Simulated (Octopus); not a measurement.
AlTi (P4/mmm, No. 123): band energies at special points

AlTi (P4/mmm, No. 123):
```
CELL_PARAMETERS angstrom
      2.81075     0.00000     0.00000
      0.00000     2.81075     0.00000
      0.00000     0.00000     4.06642
ATOMIC_POSITIONS crystal
  Ti 0.50000 0.50000 0.50000
  Al 0.00000 0.00000 0.00000
```
The cell is a database entry, not relaxed again.

All numbers are Octopus results at the level LDA (grid spacing about 0.16 Å, Γ-centred 10×10×8 k-mesh, Fermi-Dirac smearing of 0.1 eV, no spin polarisation; PseudoDojo 0.4 LDA potentials), not measurements.

Energies in eV against the Fermi level; 15 electrons a cell outside the pseudopotentials' cores.

| k-point (reduced) | band 4 | band 5 | band 6 | band 7 | band 8 | band 9 | band 10 | band 11 |
|---|---|---|---|---|---|---|---|---|
| Γ (0.000, 0.000, 0.000) | -32.22 | -9.04 | -1.91 | -0.88 | (withheld) | 2.17 | 2.17 | 3.29 |
| X (0.000, 0.500, 0.000) | -32.17 | -4.53 | -4.52 | -1.74 | -0.30 | (withheld) | 2.53 | 4.32 |
| M (0.500, 0.500, 0.000) | -32.54 | -3.22 | -0.42 | -0.41 | -0.41 | -0.23 | -0.23 | 4.23 |
| Z (0.000, 0.000, 0.500) | -32.22 | -7.57 | -5.24 | -0.72 | 0.54 | 1.82 | 1.82 | 3.30 |
| R (0.000, 0.500, 0.500) | -32.17 | -4.95 | -2.90 | -1.20 | (withheld) | 1.29 | 1.75 | 2.31 |
| A (0.500, 0.500, 0.500) | -32.55 | -2.55 | -2.27 | -2.27 | 1.73 | 2.05 | 2.80 | 4.23 |

Problem. Some entries are withheld; supply them.

Solution. 
- X (0.000, 0.500, 0.000), band 9: 1.70
- Γ (0.000, 0.000, 0.000), band 8: -0.34
- R (0.000, 0.500, 0.500), band 8: -1.06
